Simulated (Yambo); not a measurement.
G0W0@PBEsol for K2NaScF6 (space group Fm-3m, No. 225) in Yambo. Reference settings: 2×2×2 Γ-centred k mesh, bands 3 to 304 and a 8 Ry block in the screening, 304 bands in G with the Bruneval-Gonze terminator, plasmon pole fitted at 27.2 eV. The PBEsol gap Γ → Γ on this mesh is 6.65 eV; G0W0 gaps are taken between the same points.

With and without the terminator, as bands are cut:

```
bands in G (in W)  gap, terminator (eV)  gap, none (eV)  valence shift, terminator (eV)  valence shift, none (eV)
-----------------  --------------------  --------------  ------------------------------  ------------------------
79 (79)                          10.795          10.726                          -2.301                    -2.033
119 (119)                        10.458          10.327                          -2.288                    -2.004
170 (170)                        10.348          10.197                          -2.343                    -2.074
238 (238)                        10.299          10.157                          -2.386                    -2.152
304 (304)                        10.284          10.162                          -2.409                    -2.215
```

Over this range the gap spans 0.511 eV with the terminator and 0.569 eV without, the valence shift 0.121 eV and 0.211 eV. Neither column has reached its limit for certain.

Geometry of the Materials Project entry, not relaxed at this level; primitive cell a = 6.0880 Å, b = 6.0880 Å, c = 6.0880 Å, α = 60.00°, β = 60.00°, γ = 60.00°.

A shift is the quasiparticle energy of the state minus its PBEsol energy.
